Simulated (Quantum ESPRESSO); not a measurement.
# Ti3TaO7N: one run as intended and one with a planted mistake

Computed values, not a measurement. The program is pw.x of Quantum ESPRESSO 7.5 (plane-wave density functional theory). The cell is made up: 12 atoms on a fluorite lattice, with randomly drawn elements, strain and displacements, not relaxed. PseudoDojo standard norm-conserving files (v0.5 for PBE, v0.4.1 for LDA and PBEsol) set the functional; there is no spin polarisation, spin-orbit coupling or dispersion term, and the masses in the input are unused placeholders.

Intended input:

```
&control calculation='scf', pseudo_dir='./dojo.nc.sr.pbe.v0_5.standard.upf', outdir='./o', disk_io='low', tprnfor=.true., tstress=.true. /
&system ibrav=0, nat=12, ntyp=4, nbnd=54, ecutwfc=84.00895049, nosym=.true., tot_charge=0,
 occupations='smearing', smearing='fd', degauss=0.0018374661
/
&electrons conv_thr=7.350e-09, electron_maxstep=60, /
ATOMIC_SPECIES
N 1.0 N.upf
O 1.0 O.upf
Ta 1.0 Ta.upf
Ti 1.0 Ti.upf
CELL_PARAMETERS angstrom
4.8461 -0.0356 -0.0296
-0.0356 4.7327 0.0543
-0.0296 0.0543 4.8333
ATOMIC_POSITIONS angstrom
Ti 0.045 -0.0898 -0.0404
Ti 0.0123 2.4084 2.4622
Ti 2.3763 -0.0271 2.4584
Ta 2.4682 2.4074 0.0703
O 1.1808 1.1548 1.2573
O 1.133 1.2587 3.5861
O 1.1518 3.5507 1.2071
N 1.2211 3.541 3.6059
O 3.6616 1.1511 1.2574
O 3.6456 1.1984 3.6098
O 3.6639 3.5538 1.3104
O 3.6167 3.5406 3.6434
K_POINTS automatic
5 5 5 1 1 1
```

The log is shortened where brackets say so; the opening notice, blank lines, dates and the lines on written files are dropped, and the path of the files is cut. It prints rydbergs, bohrs and kilobars, and counts compression as positive stress. Where no state is partly filled, the Fermi energy that it prints is only some level between the filled and the empty states on the mesh, and need not lie in the true gap.

Log of the intended run:

```
     Program PWSCF v.7.5
     Parallel version (MPI & OpenMP), running on       4 processor cores
     Number of MPI processes:                 4
     Threads/MPI process:                     1
     [start-up lines left out]
     bravais-lattice index     =            0
     lattice parameter (alat)  =       9.1582  a.u.
     unit-cell volume          =     747.9041 (a.u.)^3
     number of atoms/cell      =           12
     number of atomic types    =            4
     number of electrons       =        96.00
     number of Kohn-Sham states=           54
     kinetic-energy cutoff     =      84.0090  Ry
     charge density cutoff     =     336.0358  Ry
     scf convergence threshold =      7.3E-09
     mixing beta               =       0.7000
     number of iterations used =            8  plain     mixing
     Exchange-correlation= PBE
                           (   1   4   3   4   0   0   0)
     [axes and pseudopotential details left out]
   Cartesian axes
     site n.     atom                  positions (alat units)
         1        Ti     tau(   1) = (   0.0092854  -0.0185295  -0.0083362  )
         2        Ti     tau(   2) = (   0.0025380   0.4969543   0.5080555  )
         3        Ti     tau(   3) = (   0.4903307  -0.0055919   0.5072714  )
         4        Ta     tau(   4) = (   0.5092935   0.4967479   0.0145058  )
         5        O      tau(   5) = (   0.2436487   0.2382838   0.2594339  )
         6        O      tau(   6) = (   0.2337856   0.2597228   0.7399633  )
         7        O      tau(   7) = (   0.2376648   0.7326588   0.2490755  )
         8        N      tau(   8) = (   0.2519643   0.7306573   0.7440489  )
         9        O      tau(   9) = (   0.7555422   0.2375204   0.2594545  )
        10        O      tau(  10) = (   0.7522407   0.2472804   0.7448536  )
        11        O      tau(  11) = (   0.7560168   0.7332985   0.2703907  )
        12        O      tau(  12) = (   0.7462774   0.7305748   0.7517867  )
     number of k points=    63  Fermi-Dirac smearing, width (Ry)=  0.0018
                       cart. coord. in units 2pi/alat
        k(    1) = (   0.1013632   0.1020188   0.0997440), wk =   0.0320000
        k(    2) = (   0.1025715   0.0997267   0.3003160), wk =   0.0320000
     [further k points left out]
     Dense  grid:    77787 G-vectors     FFT dimensions: (  54,  54,  54)
     Estimated max dynamical RAM per process >     260.82 MB
     Estimated total dynamical RAM >     986.31 MB
     Initial potential from superposition of free atoms
     starting charge      95.9943, renormalised to      96.0000
     Starting wfcs are   72 randomized atomic wfcs
     total cpu time spent up to now is        5.7 secs
     per-process dynamical memory:   203.4 Mb
     Self-consistent Calculation
     iteration #  1     ecut=    84.01 Ry     beta= 0.70
     Davidson diagonalization with overlap
     ethr =  1.00E-02,  avg # of iterations =  2.0
     total cpu time spent up to now is       15.2 secs
     total energy              =    -736.40069013 Ry
     estimated scf accuracy    <       6.04972035 Ry
     iteration #  2     ecut=    84.01 Ry     beta= 0.70
     Davidson diagonalization with overlap
     ethr =  6.30E-03,  avg # of iterations =  7.0
     total cpu time spent up to now is       34.8 secs
     total energy              =    -729.88185231 Ry
     estimated scf accuracy    <      63.73067061 Ry
     [iterations 3 to 21 left out]
     iteration # 22     ecut=    84.01 Ry     beta= 0.70
     Davidson diagonalization with overlap
     ethr =  9.57E-11,  avg # of iterations =  1.6
     total cpu time spent up to now is      343.1 secs
     total energy              =    -739.62635605 Ry
     estimated scf accuracy    <       0.00000005 Ry
     iteration # 23     ecut=    84.01 Ry     beta= 0.70
     Davidson diagonalization with overlap
     ethr =  5.49E-11,  avg # of iterations =  4.8
     total cpu time spent up to now is      356.2 secs
     End of self-consistent calculation
     [lines on levels left out]
     the Fermi energy is    14.1453 ev
!    total energy              =    -739.62635605 Ry
     estimated scf accuracy    <          3.9E-09 Ry
     smearing contrib. (-TS)   =      -0.00000000 Ry
     internal energy E=F+TS    =    -739.62635605 Ry
     The total energy is F=E-TS. E is the sum of the following terms:
     one-electron contribution =    -147.12491099 Ry
     hartree contribution      =     132.13797766 Ry
     xc contribution           =    -147.06232701 Ry
     ewald contribution        =    -577.57709572 Ry
     convergence has been achieved in  23 iterations
     Forces acting on atoms (cartesian axes, Ry/au):
     atom    1 type  4   force =     0.02273516    0.03620093   -0.03161770
     atom    2 type  4   force =     0.00917190   -0.02913217    0.01282893
     atom    3 type  4   force =    -0.02291123    0.03311930    0.01531433
     atom    4 type  3   force =    -0.02006338   -0.04473269   -0.01027122
     atom    5 type  2   force =     0.03190846    0.01390655   -0.03352032
     atom    6 type  2   force =     0.04831062   -0.05325927    0.05445333
     atom    7 type  2   force =     0.04642142   -0.01721826   -0.01463563
     atom    8 type  1   force =    -0.00742894    0.04608363    0.02933249
     atom    9 type  2   force =    -0.02372012    0.01969535   -0.04796885
     atom   10 type  2   force =    -0.04997794   -0.00963004    0.03416316
     atom   11 type  2   force =    -0.05397624   -0.00562289   -0.04646379
     atom   12 type  2   force =     0.01953029    0.01058955    0.03838527
     Total force =     0.196331     Total SCF correction =     0.000095
     Computing stress (Cartesian axis) and pressure
          total   stress  (Ry/bohr**3)                   (kbar)     P=      130.19
   0.00059056   0.00001215   0.00008662           86.88        1.79       12.74
   0.00001215   0.00140846  -0.00019721            1.79      207.19      -29.01
   0.00008662  -0.00019721   0.00065597           12.74      -29.01       96.50
     init_run     :      5.24s CPU      5.50s WALL (       1 calls)
     electrons    :    349.10s CPU    350.48s WALL (       1 calls)
     forces       :      2.55s CPU      2.62s WALL (       1 calls)
     stress       :      8.95s CPU      9.16s WALL (       1 calls)
     [timing details left out]
     PWSCF        :   6m 6.14s CPU   6m 8.12s WALL
     JOB DONE.
```

A second run has one planted mistake: the smearing is too wide. The input lines that differ, file-writing options aside:

```
- &system ibrav=0, nat=12, ntyp=4, nbnd=54, ecutwfc=84.00895049, nosym=.true., tot_charge=0,
+ &system ibrav=0, nat=12, ntyp=4, nbnd=72, ecutwfc=84.00895049, nosym=.true., tot_charge=0,
-  occupations='smearing', smearing='fd', degauss=0.0018374661
+  occupations='smearing', smearing='fd', degauss=0.0271944984
```

Its log:

```
     Program PWSCF v.7.5
     Parallel version (MPI & OpenMP), running on       4 processor cores
     Number of MPI processes:                 4
     Threads/MPI process:                     1
     [start-up lines left out]
     bravais-lattice index     =            0
     lattice parameter (alat)  =       9.1582  a.u.
     unit-cell volume          =     747.9041 (a.u.)^3
     number of atoms/cell      =           12
     number of atomic types    =            4
     number of electrons       =        96.00
     number of Kohn-Sham states=           72
     kinetic-energy cutoff     =      84.0090  Ry
     charge density cutoff     =     336.0358  Ry
     scf convergence threshold =      7.3E-09
     mixing beta               =       0.7000
     number of iterations used =            8  plain     mixing
     Exchange-correlation= PBE
                           (   1   4   3   4   0   0   0)
     [axes and pseudopotential details left out]
   Cartesian axes
     site n.     atom                  positions (alat units)
         1        Ti     tau(   1) = (   0.0092854  -0.0185295  -0.0083362  )
         2        Ti     tau(   2) = (   0.0025380   0.4969543   0.5080555  )
         3        Ti     tau(   3) = (   0.4903307  -0.0055919   0.5072714  )
         4        Ta     tau(   4) = (   0.5092935   0.4967479   0.0145058  )
         5        O      tau(   5) = (   0.2436487   0.2382838   0.2594339  )
         6        O      tau(   6) = (   0.2337856   0.2597228   0.7399633  )
         7        O      tau(   7) = (   0.2376648   0.7326588   0.2490755  )
         8        N      tau(   8) = (   0.2519643   0.7306573   0.7440489  )
         9        O      tau(   9) = (   0.7555422   0.2375204   0.2594545  )
        10        O      tau(  10) = (   0.7522407   0.2472804   0.7448536  )
        11        O      tau(  11) = (   0.7560168   0.7332985   0.2703907  )
        12        O      tau(  12) = (   0.7462774   0.7305748   0.7517867  )
     number of k points=    63  Fermi-Dirac smearing, width (Ry)=  0.0272
                       cart. coord. in units 2pi/alat
        k(    1) = (   0.1013632   0.1020188   0.0997440), wk =   0.0320000
        k(    2) = (   0.1025715   0.0997267   0.3003160), wk =   0.0320000
     [further k points left out]
     Dense  grid:    77787 G-vectors     FFT dimensions: (  54,  54,  54)
     Estimated max dynamical RAM per process >     317.38 MB
     Estimated total dynamical RAM >       1.18 GB
     Initial potential from superposition of free atoms
     starting charge      95.9943, renormalised to      96.0000
     Starting wfcs are   72 randomized atomic wfcs
     total cpu time spent up to now is        7.2 secs
     per-process dynamical memory:   250.1 Mb
     Self-consistent Calculation
     iteration #  1     ecut=    84.01 Ry     beta= 0.70
     Davidson diagonalization with overlap
     ethr =  1.00E-02,  avg # of iterations =  6.9
     total cpu time spent up to now is       28.5 secs
     total energy              =    -736.41734845 Ry
     estimated scf accuracy    <       6.03328722 Ry
     iteration #  2     ecut=    84.01 Ry     beta= 0.70
     Davidson diagonalization with overlap
     ethr =  6.28E-03,  avg # of iterations =  2.0
     total cpu time spent up to now is       47.9 secs
     total energy              =    -728.62071389 Ry
     estimated scf accuracy    <      73.82761617 Ry
     [iterations 3 to 16 left out]
     iteration # 17     ecut=    84.01 Ry     beta= 0.70
     Davidson diagonalization with overlap
     ethr =  3.54E-11,  avg # of iterations =  2.0
     total cpu time spent up to now is      279.6 secs
     total energy              =    -739.64319617 Ry
     estimated scf accuracy    <       0.00000001 Ry
     iteration # 18     ecut=    84.01 Ry     beta= 0.70
     Davidson diagonalization with overlap
     ethr =  1.45E-11,  avg # of iterations =  2.0
     total cpu time spent up to now is      293.6 secs
     End of self-consistent calculation
     [lines on levels left out]
     the Fermi energy is    13.9537 ev
!    total energy              =    -739.64319618 Ry
     estimated scf accuracy    <          3.0E-09 Ry
     smearing contrib. (-TS)   =      -0.06421402 Ry
     internal energy E=F+TS    =    -739.57898216 Ry
     The total energy is F=E-TS. E is the sum of the following terms:
     one-electron contribution =    -147.18993062 Ry
     hartree contribution      =     132.25822157 Ry
     xc contribution           =    -147.07017738 Ry
     ewald contribution        =    -577.57709572 Ry
     convergence has been achieved in  18 iterations
     Forces acting on atoms (cartesian axes, Ry/au):
     atom    1 type  4   force =     0.01601311    0.03760986   -0.02394724
     atom    2 type  4   force =     0.00389668   -0.02757841    0.00738625
     atom    3 type  4   force =    -0.01404434    0.03417686    0.00774500
     atom    4 type  3   force =    -0.01653354   -0.04290105   -0.00686478
     atom    5 type  2   force =     0.03164771    0.01475910   -0.03391849
     atom    6 type  2   force =     0.05022402   -0.05027111    0.05393307
     atom    7 type  2   force =     0.04781133   -0.01812701   -0.01362735
     atom    8 type  1   force =    -0.00868728    0.04025425    0.03070613
     atom    9 type  2   force =    -0.02336524    0.01763429   -0.04641454
     atom   10 type  2   force =    -0.05012250   -0.00848667    0.03403911
     atom   11 type  2   force =    -0.05434655   -0.00620751   -0.04585848
     atom   12 type  2   force =     0.01750660    0.00913739    0.03682131
     Total force =     0.189798     Total SCF correction =     0.000200
     Computing stress (Cartesian axis) and pressure
          total   stress  (Ry/bohr**3)                   (kbar)     P=      140.28
   0.00069255   0.00001673   0.00009285          101.88        2.46       13.66
   0.00001673   0.00141214  -0.00020959            2.46      207.73      -30.83
   0.00009285  -0.00020959   0.00075606           13.66      -30.83      111.22
     init_run     :      6.09s CPU      6.46s WALL (       1 calls)
     electrons    :    278.35s CPU    286.47s WALL (       1 calls)
     forces       :      3.08s CPU      3.12s WALL (       1 calls)
     stress       :     10.97s CPU     11.23s WALL (       1 calls)
     [timing details left out]
     PWSCF        :   4m59.38s CPU   5m 8.25s WALL
     JOB DONE.
```

|  | intended run | run with the mistake |
| --- | --- | --- |
| free energy (eV) | -10063.129 | -10063.358 |
| smearing term -TS (eV) | 0.0000 | -0.8737 |
| pressure (GPa) | 13.02 | 14.03 |
| largest force component (eV/Å) | 1.400 | 1.397 |
| largest change of a force component (eV/Å) |  | 0.228 |
| iterations | 23 | 18 |

For scale, a rerun of the intended cell at a cutoff of 1437 eV and k mesh 7 x 7 x 7 moved values by no more than 0.002 eV in energy, 0.06 GPa in stress and 0.004 eV/Å in force. The number of bands, nbnd, was set by rule from the electron count and the smearing, so it follows the mistake.